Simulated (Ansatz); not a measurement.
# FeSb (P63/mmc) on spinors, without spin–orbit coupling

The geometry is a structure as deposited in COD (the entry's cell lengths or inner coordinates differ somewhat from later room-temperature determinations), held fixed and not relaxed.

Settings: LDA, 8×8×6 k mesh, Fermi–Dirac smearing of 0.1 eV. PAW means Ansatz 0.2.0 on its default frozen-core files; LAPW is all-electron LAPW in Ansatz 0.2.0. Site moments are integrated in spheres about the atoms, whose radii differ between the methods.

The first input and its command:

```yaml
crystal:
  lattice:
    - [4.06, 0.0, 0.0]
    - [-2.03, 3.5160631394, 0.0]
    - [0.0, 0.0, 5.13]
  atoms:
    - { symbol: Fe, position: [0.0, 0.0, 0.0], spin: 1.5, spin_axis: [0.0, 0.0, 1.0] }
    - { symbol: Fe, position: [0.0, 0.0, 0.5], spin: 1.5, spin_axis: [0.0, 0.0, 1.0] }
    - { symbol: Sb, position: [0.3333333333, 0.6666666667, 0.25] }
    - { symbol: Sb, position: [0.6666666667, 0.3333333333, 0.75] }
magnetization:
  noncollinear: true
kpoints:
  mp_grid: { grid: [8, 8, 6] }
scf:
  occupations: { method: fermi_dirac, width: 0.1 }
  lower_state_search: "off"
hamiltonian:
  xc: lda
  pseudopotentials: { kind: paw }
output:
  eigenvalues: false
  write_density: true
  write_potential: true
  elf: true
  volumetric_format: npy
```

Command: `ansatz run input.yaml --threads 2 --pin off --max-ram 6144MiB --backend cpu --events-out ev --progress --plain --runs-dir out`

The input for «Fe2 tilted by 30° from z and held» by LAPW differs from it in these lines, output keys apart:

```diff
-    - { symbol: Fe, position: [0.0, 0.0, 0.5], spin: 1.5, spin_axis: [0.0, 0.0, 1.0] }
+    - { symbol: Fe, position: [0.0, 0.0, 0.5], spin: 1.5, spin_axis: [0.5, 0.0, 0.8660254] }
+  spin_locking: { lock_directions: true }
+  max_iter: 150
-  pseudopotentials: { kind: paw }
+  pseudopotentials: { kind: all_electron, lapw: { basis_error: 0.001 } }
```

The runs use spinors without spin–orbit coupling. In the held states a penalty keeps the direction of every atom that starts with a moment, the untilted ones along z, with sizes free, and the energy is taken at the target. Energies count from the run that starts parallel.

| state | ΔF PAW (meV/atom) | ΔF LAPW (meV/atom) | largest moment, PAW (μB) | size of M, PAW (μB/cell) | directions kept |
| --- | --- | --- | --- | --- | --- |
| parallel moments on spinors | 0.0 | 0.0 | 1.50 | ? | yes |
| Fe2 tilted by 30° from z and held | +3.6 | +3.5 | 1.48 | 2.70 | yes |
| Fe2 tilted by 60° from z and held | ? | – | 1.41 | 2.32 | yes |
| Fe2 tilted by 90° from z and held | +28.8 | – | 1.30 | 1.75 | yes |
| Fe2 tilted by 120° from z and held | +43.8 | +43.8 | 1.11 | 1.06 | yes |
| Fe2 tilted by 150° from z and held | +52.0 | – | 0.69 | 0.34 | yes |
| start Fe1↑ Fe2↓ on spinors | +53.0 | +53.0 | 0.08 | 0.00 | no |

Q: Fill in "ΔF PAW (meV/atom)" for the row "Fe2 tilted by 60° from z and held".

A: +13.8.

Q: Give the missing entry: row "parallel moments on spinors", column "size of M, PAW (μB/cell)".

A: 2.84.

For the state «Fe2 tilted by 30° from z and held», by PAW: Site moments (μB): Fe1 (0.00, 0.00, 1.48); Fe2 (0.74, 0.00, 1.28); Sb3 (-0.01, 0.00, -0.05); Sb4 (-0.01, 0.00, -0.05). Cell moment 2.70 μB.

The PAW files were made with PBE; the program remakes their cores once for the run's functional and then keeps them frozen. The Ansatz runs typed with the search for lower states off end where their start leads. Spin–orbit coupling is left out although heavy atoms are present. None of this fixes the real material's magnetic order: only patterns that fit the cell were computed, at zero temperature, with a functional that can overstate moments.
